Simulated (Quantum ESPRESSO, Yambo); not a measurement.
# Levels of theory for the gap of KScMo2O8

KScMo2O8 (space group P-3m1, No. 164): one geometry, one set of norm-conserving LDA (Quantum ESPRESSO, 84 Ry, scalar-relativistic) orbitals, self-energies from Yambo (3×3×2 Γ-centred k mesh, bands 4 to 249 and a 6 Ry block in the screening, 249 bands in G with the Bruneval-Gonze terminator, plasmon pole fitted at 27.2 eV).

The geometry is that of Materials Project entry mp-18837, symmetrised and not relaxed again.

| level | gap Γ → Γ (eV) | rough Yambo cost |
|---|---|---|
| LDA (Quantum ESPRESSO) | 3.40 | – |
| exchange only (Hartree-Fock self-energy on LDA orbitals) | 14.26 | about 1/10 (8 states) |
| static COHSEX@LDA | 6.66 | within a factor of two (2 states) |
| G0W0@LDA, plasmon pole | 5.93 | 1 (8 states) |

Bare exchange has no screening and gives the widest gap; static COHSEX screens it but leaves out the frequency dependence, which G0W0 restores.

Costs are rough ratios of core time on shared machines.

Nearest settings tried, and what they do to the gap: 168 bands in W, 168 bands in G: +51 meV; 5 Ry block (287 vectors against 401): +0 meV. Not varied: mesh. So the settings aren't converged at that level.

Spin-orbit splittings are left out.

The structure is a Materials Project entry; no match was found in the copy of COD used, and its stability was not checked.
